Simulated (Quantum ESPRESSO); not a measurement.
SrNH is modelled in the orthorhombic space group Pnma (No. 62), Pearson symbol oP12. Cell: a = 7.5422 Å, b = 3.9527 Å, c = 5.5996 Å, α = β = γ = 90.00°. H on 4c sees 1 N at 1.032 Å and 3 Sr at 2.528–2.585 Å. N on 4c is surrounded by 1 H at 1.032 Å and 3 Sr at 2.562–2.672 Å and 2 Sr at 2.832 Å and 1 Sr at 3.056 Å. Sr on 4c has 3 H at 2.528–2.585 Å and 3 N at 2.562–2.672 Å and 2 N at 2.832 Å and 1 N at 3.056 Å. (Neighbours: up to the widest gap in distance over summed covalent radii, below 1.35, at either atom; cation-cation contacts left out.)

The geometry is that of Materials Project entry mp-1187172, symmetrised and not relaxed again.

**Question.** What does norm-conserving LDA (Quantum ESPRESSO, 84 Ry, scalar-relativistic) give for the electronic structure near the Fermi level?

**Answer.** The LDA gap is indirect, 1.85 eV, from Γ to X; the smallest direct gap is 1.90 eV. 

The structure is a Materials Project entry; no match was found in the copy of COD used, and its stability was not checked.

Letters of k points follow the standard setting of the lattice, whose axes may be ordered differently from the printed cell.
